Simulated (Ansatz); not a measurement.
Hf₂Ge:
```
CELL_PARAMETERS angstrom
      4.81927     0.00000     0.00000
     -2.40964     4.17361     0.00000
      0.00000     0.00000     5.72537
ATOMIC_POSITIONS crystal
  Ge 0.33333 0.66667 0.25000
  Ge 0.66667 0.33333 0.75000
  Hf 0.00000 0.00000 0.00000
  Hf 0.00000 0.00000 0.50000
  Hf 0.33333 0.66667 0.75000
  Hf 0.66667 0.33333 0.25000
```

Relaxed with PBE. Special points in fractions of this cell's reciprocal vectors: Γ (0.000, 0.000, 0.000); M (0.500, 0.000, 0.000); K (0.333, 0.333, 0.000); A (0.000, 0.000, 0.500); L (0.500, 0.000, 0.500); H (0.333, 0.333, 0.500).

Question: List the band energies nearest the Fermi level at these points for PBE (plane waves, PAW; program Ansatz).

Answer: In eV from the Fermi level; about four levels below and three above (degenerate sets whole), none deeper than 8.9 eV; points with the same levels are listed once.

```json
[
 {"k": "Γ", "below": "-1.63 -1.63 -1.04 -1.04", "above": "0.81 1.04 1.92"},
 {"k": "M", "below": "-2.39 -2.38 -0.94 -0.65 -0.23", "above": "0.25 0.85 0.96"},
 {"k": "K", "below": "-1.27 -0.71 -0.37 -0.37", "above": "0.61 1.10 1.12 1.12"},
 {"k": "A", "below": "-0.74 -0.74 -0.74 -0.74", "above": "0.12 0.12 3.19 3.19 3.19 3.19"},
 {"k": "L", "below": "-1.08 -1.08 -0.34 -0.34", "above": "0.73 0.73 1.45 1.45"},
 {"k": "H", "below": "-0.33 -0.33 -0.14 -0.14", "above": "0.34 0.34 1.04 1.04"}
]
```

Space group P6_3/mmc. A made-up cell: these elements were put on the sites of a structure type; neither database checked (COD, Materials Project) lists it. Its standing as an ambient phase is unchecked. Symmetry was held in the PBE relaxation; whether a distortion lowers the energy is not shown. No spin polarisation was allowed. Scalar-relativistic: spin–orbit coupling is off unless named, which matters more the heavier the elements.

Potentials: the later of the program's two PAW sets.
